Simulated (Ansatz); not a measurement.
Values for one crystal, relaxed and computed with r²SCAN+D4 in the plane-wave PAW code Ansatz; other levels are named.

- Volume per atom = 22.56 Å³
- Band gap = 1.02 eV (indirect)
- Formation energy from the elements (no fitted shifts) = -128 kJ/mol of atoms
- Valence-band maximum = at M2 (k = 0.500, 0.500, 0.500)
- Smallest direct gap on the standard path = 1.11 eV
- Electron effective mass = 0.34, 1.3, 2.6 mₑ (principal values)
- Conduction-band minimum = at A (k = 0.000, 0.000, 0.500)

### Question
Pick the material that matches.
A. SiS2, Ibam (S on 8j, Si on 4a)
B. PtS2, CdI2 type
C. BiBr3, C2/m (Bi on 4g, Br on 8j, Br on 4i)
D. Zr3Tl2Cu2S8, C2/m (Pearson symbol mS30)

### Answer
D, Zr3Tl2Cu2S8, C2/m (Pearson symbol mS30)

The workflow started from a Materials Project entry (that database holds measured and hypothetical structures alike); the Crystallography Open Database copy checked does not list it. Whether it is the stable phase at ambient conditions was not checked. The r²SCAN+D4 relaxation kept the symmetry of its start; its stability against distortions is not shown here. The run is not spin-polarised. The references are the lowest solids computed at this level, not always the standard phases. Scalar-relativistic: spin–orbit coupling is off unless named, which matters more the heavier the elements.

Potentials: the later of the program's two PAW sets.
